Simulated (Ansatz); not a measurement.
PbS (rock salt)

```cif
data_Pb4S4
_chemical_formula_sum 'S4 Pb4'
_space_group_name_H-M_alt 'Fm-3m'
_space_group_IT_number 225
_space_group_name_Hall '-F 4 2 3'
_cell_length_a 6.00891
_cell_length_b 6.00891
_cell_length_c 6.00891
_cell_angle_alpha 90.000
_cell_angle_beta 90.000
_cell_angle_gamma 90.000
loop_
_atom_site_label
_atom_site_type_symbol
_atom_site_symmetry_multiplicity
_atom_site_Wyckoff_symbol
_atom_site_fract_x
_atom_site_fract_y
_atom_site_fract_z
_atom_site_occupancy
S1 S 4 a 0.00000 0.00000 0.00000 1
Pb1 Pb 4 b 0.50000 0.50000 0.50000 1
```
(The calculation used a cell of 2 atoms; values per cell refer to that cell.)

Grid over V/V₀ and (c/a)/(c/a)₀, subscript 0 meaning the relaxed cell; the conventional c axis lies along z; no internal relaxation.

Computed with PBE (plane waves to 420 eV, PAW, scalar-relativistic; Ansatz, an electronic-structure program). k mesh 10×10×10 (Γ-centred), Fermi-Dirac smearing 0.05 eV. Compression counts positive. PbS was relaxed with its symmetry unable to fall. Spin-orbit coupling is left out, though Pb is heavy.

Changes of σzz (GPa) from the point V/V₀ = 1.000, (c/a)/(c/a)₀ = 1.000 when one coordinate moves alone (two changes are said to add if the coupling is within 5 % of the smaller one, nearly so within 20 %):

```json
[
 {"point": "V/V₀ = 1.000, (c/a)/(c/a)₀ = 0.960", "change": "3.432"},
 {"point": "V/V₀ = 1.000, (c/a)/(c/a)₀ = 0.980", "change": "1.573"},
 {"point": "V/V₀ = 0.960, (c/a)/(c/a)₀ = 1.000", "change": "2.355"},
 {"point": "V/V₀ = 0.980, (c/a)/(c/a)₀ = 1.000", "change": "1.115"},
 {"point": "V/V₀ = 1.020, (c/a)/(c/a)₀ = 1.000", "change": "-1.002"},
 {"point": "V/V₀ = 1.040, (c/a)/(c/a)₀ = 1.000", "change": "-1.902"},
 {"point": "V/V₀ = 1.000, (c/a)/(c/a)₀ = 1.020", "change": "-1.316"},
 {"point": "V/V₀ = 1.000, (c/a)/(c/a)₀ = 1.040", "change": "-2.404"}
]
```

### Question
Do the two effects add at V/V₀ = 0.960, (c/a)/(c/a)₀ = 0.980? Give the computed change.

### Answer
The sum of the single changes is 2.355 + (1.573) = 3.928; the calculation gives 4.260, so the coupling contributes 0.332 (over 20 % of the smaller single change, not additive).

### Question
What is the change at V/V₀ = 0.980, (c/a)/(c/a)₀ = 0.960, where both move, and how far is it from the sum?

### Answer
The sum of the single changes is 1.115 + (3.432) = 4.547; the calculation gives 4.884, so the coupling contributes 0.337 (over 20 % of the smaller single change, not additive).

### Question
What is the change at V/V₀ = 0.960, (c/a)/(c/a)₀ = 0.960, where both move, and how far is it from the sum?

### Answer
The sum of the single changes is 2.355 + (3.432) = 5.787; the calculation gives 6.489, so the coupling contributes 0.702 (over 20 % of the smaller single change, not additive).

(A scan under strain: stresses follow from slopes of the energy per volume, elastic moduli from its curvatures.)
